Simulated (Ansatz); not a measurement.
Input, command and steps of an Ansatz relaxation.

```yaml
crystal:
  lattice:
    - [3.1895416935, 0.0, 0.0]
    - [0.0, 3.1895416935, 0.0]
    - [0.0, 0.0, 3.1895416935]
  atoms:
    - { symbol: Na, position: [0.0, 0.0, 0.0] }
    - { symbol: Fe, position: [0.5, 0.5, 0.5], spin: 3.32 }
basis:
  ecutwfc: 420
kpoints:
  mp_grid: { grid: [6, 6, 6] }
hamiltonian:
  xc: pbe
scf:
  occupations: { method: gaussian, width: 0.1 }
  lower_state_search: "off"
output:
  forces: true
  stress: true
  eigenvalues: true
  populations: true
magnetization:
  spin_polarized: true
relax:
  adjacent_minimum: "off"
  f_tol: 0.04
  max_steps: 70
  cell: { stress_tol: 0.4 }
```

```bash
ansatz run input.yaml --threads 1 --pin off --max-ram 2560MiB --backend cpu --events-out ev --progress --plain --runs-dir out
```

These are results of DFT PBE, scalar-relativistic, plane waves, PAW (Ansatz), not measurements.

Of 6 frames 5 are shown, positions in Å and forces in eV/Å; the SCF threshold varies from step to step. Steps run on the plane waves of an earlier cell, with a Pulay correction in the pressure. The basis is chosen afresh for the last frame, the zero of the energies, and at times for earlier ones too; energy and pressure step there, also at an unchanged geometry. Here that happened at step 4 (-2 meV/atom, 0.3 GPa); the frames before carry an error of that size.

```xyz
2
Lattice="3.1895 0.0000 0.0000 0.0000 3.1895 0.0000 0.0000 0.0000 3.1895" Properties=species:S:1:pos:R:3:forces:R:3 pbc="T T T" step=1 free_energy_over_end_meV_per_atom=88.36 pressure_GPa=9.47
Na    0.0000    0.0000    0.0000    0.0000    0.0000    0.0000
Fe    1.5948    1.5948    1.5948    0.0000    0.0000    0.0000
2
Lattice="3.3284 0.0000 0.0000 0.0000 3.3284 0.0000 0.0000 0.0000 3.3284" Properties=species:S:1:pos:R:3:forces:R:3 pbc="T T T" step=2 free_energy_over_end_meV_per_atom=10.86 pressure_GPa=2.41
Na    0.0000    0.0000    0.0000    0.0000    0.0000    0.0000
Fe    1.6642    1.6642    1.6642    0.0000    0.0000    0.0000
2
Lattice="3.3817 0.0000 0.0000 0.0000 3.3817 0.0000 0.0000 0.0000 3.3817" Properties=species:S:1:pos:R:3:forces:R:3 pbc="T T T" step=3 free_energy_over_end_meV_per_atom=3.32 pressure_GPa=0.40
Na    0.0000    0.0000    0.0000    0.0000    0.0000    0.0000
Fe    1.6909    1.6909    1.6909    0.0000    0.0000    0.0000
2
Lattice="3.3817 0.0000 0.0000 0.0000 3.3817 0.0000 0.0000 0.0000 3.3817" Properties=species:S:1:pos:R:3:forces:R:3 pbc="T T T" step=4 free_energy_over_end_meV_per_atom=0.93 pressure_GPa=0.73
Na    0.0000    0.0000    0.0000    0.0000    0.0000    0.0000
Fe    1.6909    1.6909    1.6909    0.0000    0.0000    0.0000
2
Lattice="3.4017 0.0000 0.0000 0.0000 3.4017 0.0000 0.0000 0.0000 3.4017" Properties=species:S:1:pos:R:3:forces:R:3 pbc="T T T" step=6 free_energy_over_end_meV_per_atom=0.00 pressure_GPa=0.14
Na    0.0000    0.0000    0.0000    0.0000    0.0000    0.0000
Fe    1.7009    1.7009    1.7009    0.0000    0.0000    0.0000
```

The start puts this composition into another compound's structure type, which needn't suit it. At the end the space group is Pm-3m (tolerance 0.05 Å).

The run took 6.3 s on 1 thread of AMD EPYC 9B14 (Zen 4), on a shared host, peak memory 0.35 GiB.

The k mesh is coarse. Only parallel moments were tried here.